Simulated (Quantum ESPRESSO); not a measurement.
**Band energies of SnO₂**

```
CELL_PARAMETERS angstrom
      4.78800     0.00000     0.00000
      0.00000     4.86658     0.00000
      0.00000     0.00000     3.24090
ATOMIC_POSITIONS crystal
  O  0.29185 0.32104 0.00000
  O  0.70815 0.67896 0.00000
  O  0.79185 0.17896 0.50000
  O  0.20815 0.82104 0.50000
  Sn 0.50000 0.50000 0.50000
  Sn 0.00000 0.00000 0.00000
```

norm-conserving PBEsol (Quantum ESPRESSO, 84 Ry, with spin-orbit coupling); path ΓXSYΓZURTZ,YT,UX,SR; energies in eV from the valence-band maximum.

```csv
k (1/Å),point,band 52,band 53,band 54,band 55,band 56,band 57,band 58,band 59
0.00,Γ,0.00,0.73,0.73,5.62,5.62,5.85,5.85,6.12
0.78,,-0.90,4.81,4.81,6.07,6.07,8.61,8.61,9.38
0.97,X,-1.05,5.54,5.54,5.54,5.54,9.22,9.22,9.22
1.63,S,-0.72,5.84,5.84,5.85,5.85,7.43,7.43,7.78
2.40,,-0.46,4.01,4.01,4.02,4.02,6.85,6.85,6.86
2.59,Y,-0.44,3.77,3.77,3.77,3.77,6.49,6.49,6.49
3.25,Γ,0.00,0.73,0.73,5.62,5.62,5.85,5.85,6.12
3.90,Z,-0.56,3.93,3.93,3.93,3.93,6.93,6.93,6.93
4.06,,-0.59,4.09,4.09,4.09,4.09,7.18,7.18,7.18
4.70,,-0.67,5.64,5.64,5.65,5.65,7.38,7.38,7.66
4.87,U,-0.62,5.74,5.74,5.75,5.75,7.23,7.23,7.53
5.52,R,-0.66,4.31,4.31,4.31,4.31,8.50,8.50,8.50
6.17,,-0.71,4.48,4.48,4.48,4.48,7.75,7.75,7.75
6.49,T,-0.73,4.26,4.26,4.26,4.26,7.04,7.04,7.04
6.82,,-0.64,4.09,4.09,4.09,4.09,7.01,7.01,7.01
7.15,Z,-0.56,3.93,3.93,3.93,3.93,6.93,6.93,6.93
7.15,Y,-0.44,3.77,3.77,3.77,3.77,6.49,6.49,6.49
7.31,,-0.49,3.85,3.85,3.85,3.85,6.57,6.57,6.57
7.79,T,-0.73,4.26,4.26,4.26,4.26,7.04,7.04,7.04
7.79,U,-0.62,5.74,5.74,5.75,5.75,7.23,7.23,7.53
8.44,X,-1.05,5.54,5.54,5.54,5.54,9.22,9.22,9.22
8.44,S,-0.72,5.84,5.84,5.85,5.85,7.43,7.43,7.78
9.08,R,-0.66,4.31,4.31,4.31,4.31,8.50,8.50,8.50
```

The PBEsol gap is direct, 0.73 eV at Γ.

Geometry of the Materials Project entry, not relaxed at this level.

This is not the ordinary phase of the substance; no match was found in the copy of COD used, and its stability was not checked.

Letters of k points follow the standard setting of the lattice, whose axes may be ordered differently from the printed cell.
